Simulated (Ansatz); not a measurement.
SnO₂:
```xyz
6
Lattice="3.5576 0.0000 0.0000 0.0000 3.5576 0.0000 0.0000 0.0000 5.4032" Properties=species:S:1:pos:R:3 pbc="T T T"
Sn     0.0000     0.0000     0.0000
Sn     1.7788     1.7788     2.7016
O      0.0000     1.7788     0.9836
O      0.0000     1.7788     3.6852
O      1.7788     0.0000     1.7179
O      1.7788     0.0000     4.4195
```

Relaxed with PBEsol.

Question: Give the optical modes at the zone centre with their infrared activity from DFPT, plane-wave PAW PBEsol (Ansatz code).

Answer: Transverse frequencies, without the LO–TO term; a row sums one degenerate level.

| ω (cm⁻¹) | degeneracy | IR ((D/Å)²/amu) | activity | symmetry |
|---|---|---|---|---|
| 29i | 2 | 25.67 | IR | Eu |
| 135 | 2 | 0.00 | IR-inactive | Eg |
| 204 | 1 | 0.00 | IR-inactive | B1g |
| 288 | 1 | 38.10 | IR | A2u |
| 358 | 2 | 0.00 | IR-inactive | Eg |
| 365 | 1 | 0.00 | IR-inactive | A1g |
| 554 | 1 | 0.00 | IR-inactive | B2u |
| 559 | 2 | 47.50 | IR | Eu |
| 568 | 1 | 0.00 | IR-inactive | B1g |
| 703 | 2 | 0.00 | IR-inactive | Eg |

Question: How high does the top mode go among those that the LO–TO term moves?

Answer: 682 cm⁻¹ for q along x, 682 cm⁻¹ for q along y, 547 cm⁻¹ for q along z.

Space group P4_2/nmc. A made-up cell: these elements were put on the sites of a structure type; neither database checked (COD, Materials Project) lists it. It is not the phase usual at ambient conditions (space group No. 136). The cell was relaxed with PBEsol under the symmetry of its start. At this level the phase is mechanically unstable. Scalar-relativistic: spin–orbit coupling is off unless named, which matters more the heavier the elements.

Potentials: the later of the program's two PAW sets.
